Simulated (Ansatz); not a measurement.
# 5 guesses for HfSc2O3 and where they end

All numbers below come from DFT PBE, scalar-relativistic, plane waves, PAW (Ansatz 0.2.0). All cells share a 420 eV cutoff and Γ-centred k meshes spaced at most about 0.3 Å⁻¹ (about 0.25 or finer for metals, 2π included). No spin polarisation in the final relaxations.

Each guess was relaxed in cell and atoms at zero pressure, within the symmetry of its start. These are static total energies at zero pressure. Coordination counts O atoms around Hf and Sc (those within 1.25 times the shortest such distance or 1.15 times the sum of covalent radii, 1.27 where that leaves under three; a plus sign parts nearer from farther groups; the shortest distance is added where it exceeds 1.18 times the sum of covalent radii).

```tsv
guess	made from	start group	V start (Å³/atom)	end group	V end (Å³/atom)	coordination at the end	gap on mesh (eV)	E over the lowest end (meV/atom)
1	Mg2ZnO3 type	P-3m1	11.3	?	?	?	?	?
2	PrAl3Ni2 type	P6/mmm	14.2	P6/mmm	13.3	Hf 12 from 3.2 Å, Sc 6	0	556
3	Ti2CuSb3 type	P-4m2	14.1	P-4m2	13.8	Hf 4, Sc 5	0	110
4	random cell	P6/mmm	16.3	P6/mmm	12.2	Hf 6, Sc 6	0	0
5	random cell	P6/mmm	13.7	P6/mmm	12.7	Hf 2+6, Sc 2+3	0	939
```

Guess 1 as it starts:

```
CELL_PARAMETERS angstrom
3.17701 0.00000 0.00000
-1.58851 2.75137 0.00000
0.00000 0.00000 7.75484
ATOMIC_POSITIONS crystal
Hf 0.00000 0.00000 0.00000
Sc 0.33333 0.66667 0.66580
Sc 0.66667 0.33333 0.33420
O 0.33333 0.66667 0.17262
O 0.66667 0.33333 0.82738
O 0.00000 0.00000 0.50000
```

Q: Predict the end of this guess and its energy over the lowest end.

A: It ends in Hf and Sc ordered on rock salt sites, space group P-3m1 (No. 164), with a = 3.098 Å, c = 8.276 Å, 11.5 Å³/atom and no gap; its coordination is Hf 6, Sc 6. It lies 33 meV/atom over the lowest end, above guess 4 and below guess 3. Counting O atoms around Hf and Sc, this end and the lowest (guess 4) both have Hf 6, Sc 6.

```xyz
6
Lattice="3.0980 0.0000 0.0000 -1.5490 2.6829 0.0000 0.0000 0.0000 8.2762" Properties=species:S:1:pos:R:3 pbc="T T T"
Hf    0.0000    0.0000    0.0000
Sc    0.0000    1.7886    5.4432
Sc    1.5490    0.8943    2.8330
O     0.0000    1.7886    1.5545
O     1.5490    0.8943    6.7217
O     0.0000    0.0000    4.1381
```

The zero of energy is the elements' standard structures at the same level (O₂ as a molecule); no fitted shifts are applied.

Q: Is the lowest end bound against the elements?

A: Yes: its formation energy is −2.63 eV/atom. A negative formation energy is needed for stability but isn't enough: competing phases decide.

Spin–orbit coupling, which can matter for Hf, is left out. Cells relaxed within their symmetry can be saddle points. A lower structure may well exist outside this small set. Some types were kept out of the candidates beforehand, so the set may lack a known form.
